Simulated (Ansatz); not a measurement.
The elements of this relaxed trial crystal are hidden behind letters.

```
lattice vectors (Å)
   1.4808    0.8550   12.1119
  -1.4808    0.8550   12.1119
   0.0000   -1.7099   12.1119
fractional positions
X 0.6989 0.6989 0.6989
X 0.3011 0.3011 0.3011
Z 0.0984 0.0984 0.0984
Z 0.9016 0.9016 0.9016
Z 0.5000 0.5000 0.5000
Q 0.3971 0.3971 0.3971
Q 0.0000 0.0000 0.0000
Q 0.6029 0.6029 0.6029
Q 0.2008 0.2008 0.2008
Q 0.7992 0.7992 0.7992
```

All numbers below come from Ansatz, DFT PBE, scalar-relativistic, plane waves, PAW. Plane waves to 420 eV, a 12×12×12 mesh through Γ for the 10-atom cell and 0.02 eV Gaussian smearing; no spin polarisation.

| Property | Result |
| --- | --- |
| Space group | R-3m (No. 166) |
| Conventional cell | a = 2.962 Å, c = 36.336 Å |
| Volume per atom | 9.20 Å³ |
| Density | 6.01 g/cm³ |
| Formation energy | −0.438 eV/atom |
| Gap on the 12×12×12 mesh of the 10-atom cell | 1.43 eV |

Energies are uncorrected and count from the elements' standard states at the same level.

Problem. X is a p-block element of period 3, Z is a p-block element of period 4 and Q is a p-block element of period 2. Which elements are they?

Solution. X = Al, Z = Ga, Q = N, so the formula is Al2Ga3N5. Density times volume gives a mean mass of 6.01 × 9.20/1.6605 = 33.3 u per atom, and this set has 33.3 u. Al has 6 N at 2.06–2.07 Å; around Ga on a site of symmetry 3m lie 6 N at 2.11–2.12 Å; N on a site of symmetry 3m has 3 Al at 2.06 Å and 3 Ga at 2.12 Å; 3 more sites not described. Other sets within the hints have nearly the same mass, so mass alone doesn't settle it; this one was computed.

Kohn–Sham gaps at this level usually fall short of measured ones. A later test with randomly moved atoms came back to the same energy, though modes that don't fit the test's cell weren't probed.
